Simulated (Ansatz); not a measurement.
# Bands of TlPd₃

```
CELL_PARAMETERS angstrom
-2.07300 2.07300 3.74850
2.07300 -2.07300 3.74850
2.07300 2.07300 -3.74850
ATOMIC_POSITIONS crystal
Tl 0.00000 0.00000 0.00000
Pd 0.75000 0.25000 0.50000
Pd 0.25000 0.75000 0.50000
Pd 0.50000 0.50000 0.00000
```

Atoms are numbered in the order listed.

The cell is COD entry 1522856, as deposited and not checked against the literature; nothing was relaxed.

Spin polarisation is left out, and whether a magnetic state lies lower isn't shown here.

No spin–orbit coupling, which matters for the heavy atoms here.

All numbers below come from DFT, PBEsol, all-electron LAPW, scalar-relativistic in Ansatz 0.2.0.

Settings: a Γ-centred 12×12×12 k mesh, Fermi–Dirac smearing of 0.08 eV, basis error target 1 meV/atom, no spin polarisation.

Points in fractions of the reciprocal vectors of this cell: Γ (0, 0, 0), X (0, 0, 0.5), P (0.25, 0.25, 0.25), N (0, 0.5, 0), M (0.5, 0.5, -0.5), S (0.326, 0.674, -0.326), S0 (-0.326, 0.326, 0.326). The path runs Γ–X–P–N–Γ–M–S–S0–Γ. Energies are in eV from the Fermi level; (×n) counts levels within 4 meV of each other, which need not be degenerate by symmetry.

(1) Metal or insulator at this level of theory?

(2) Tabulate bands 62 to 67, counted from the lowest band of the run, along the path.

## Answers

(1) No gap opens: metallic or semimetallic.

(2) 
```tsv
k (1/Å)	point	band 62	band 63	band 64	band 65	band 66	band 67
0.00	Γ	-0.79	-0.79	-0.31	2.48	3.57	5.78
0.15		-0.98	-0.89	-0.34	2.86	3.29	5.27
0.31		-1.14	-1.10	-0.41	2.88	3.74	4.25
0.46		-1.33	-1.16	-0.48	2.59	3.13	3.70
0.61		-1.41	-1.14	-0.53	2.02	2.29	2.51
0.77		-1.51	-0.97	-0.57	0.99	1.37	1.77
0.92		-1.51	-0.77	-0.59	0.06	0.32	1.15
1.07	X	-0.87	-0.68	-0.60	-0.56	-0.44	0.87
1.13		-0.88	-0.68	-0.57	-0.49	-0.45	0.86
1.19		-0.91	-0.69	-0.58	-0.47	-0.29	0.85
1.25		-0.96	-0.69	-0.59	-0.51	-0.07	0.82
1.31		-1.03	-0.69	-0.61	-0.54	0.12	0.78
1.37		-1.11	-0.70	-0.63	-0.56	0.30	0.73
1.43		-1.20	-0.70	-0.64	-0.58	0.44	0.65
1.49	P	-1.31	-0.70	-0.64	-0.59	0.56	0.56
1.60		-1.22	-0.69	-0.64	-0.63	0.72	0.83
1.71		-1.14	-0.87	-0.60	-0.58	1.21	1.46
1.82		-1.11	-1.04	-0.59	-0.53	1.98	2.26
1.92		-1.15	-1.14	-0.62	-0.42	2.92	3.05
2.03		-1.27	-1.24	-0.60	-0.31	3.17	3.61
2.14		-1.38	-1.38	-0.56	-0.23	2.93	3.82
2.25	N	-1.47	-1.41	-0.53	-0.20	2.84	3.86
2.37		-1.43	-1.23	-0.53	0.02	2.87	3.86
2.50		-1.34	-1.11	-0.52	0.61	2.94	3.89
2.62		-1.24	-1.06	-0.49	1.39	3.03	4.01
2.74		-1.11	-1.03	-0.44	2.15	3.08	4.32
2.87		-0.98	-0.95	-0.38	2.55	3.23	4.94
2.99		-0.91	-0.83	-0.33	2.53	3.47	5.59
3.11	Γ	-0.79	-0.79	-0.31	2.48	3.57	5.78
3.23		-0.85	-0.85	-0.31	2.03	3.82	5.31
3.35		-1.00	-0.85	-0.31	1.14	4.21	4.47
3.47		-0.99	-0.77	-0.31	0.16	3.57	3.57
3.59		-1.01	-0.71	-0.67	-0.31	2.68	2.68
3.71		-1.14	-0.98	-0.59	-0.31	1.83	1.83
3.83		-0.67	-0.67	-0.53	-0.32	1.06	1.06
3.95	M	-0.51	-0.32	-0.31	-0.31	0.62	0.62
4.03		-0.52	-0.41	-0.32	-0.31	0.49	0.77
4.10		-0.61	-0.55	-0.34	-0.31	0.15	1.12
4.18		-0.81	-0.57	-0.36	-0.31	-0.27	1.55
4.25		-0.99	-0.69	-0.50	-0.35	-0.32	2.04
4.33		-1.13	-0.96	-0.43	-0.33	-0.30	2.56
4.40		-1.23	-1.17	-0.34	-0.30	-0.18	3.10
4.48	S	-1.34	-1.30	-0.35	-0.12	0.00	3.66
4.62		-1.40	-1.34	-0.40	-0.14	0.58	4.30
4.75		-1.40	-1.40	-0.48	-0.18	1.50	5.15
4.89		-1.47	-1.41	-0.53	-0.20	2.54	4.17
5.03		-1.47	-1.41	-0.53	-0.20	2.54	4.17
5.16		-1.40	-1.40	-0.48	-0.18	1.50	5.15
5.30		-1.40	-1.34	-0.40	-0.14	0.58	4.30
5.44	S0	-1.34	-1.30	-0.35	-0.12	0.00	3.66
5.58		-1.37	-1.34	-0.37	0.32	0.51	4.73
5.72		-1.41	-1.24	-0.39	0.84	1.22	5.74
5.86		-1.43	-1.15	-0.41	1.41	2.14	5.61
6.00		-1.32	-1.09	-0.41	2.01	3.25	4.56
6.14		-1.05	-1.02	-0.39	2.67	3.56	4.57
6.28		-0.96	-0.84	-0.34	2.80	3.28	5.77
6.43	Γ	-0.79	-0.79	-0.31	2.48	3.57	5.78
```
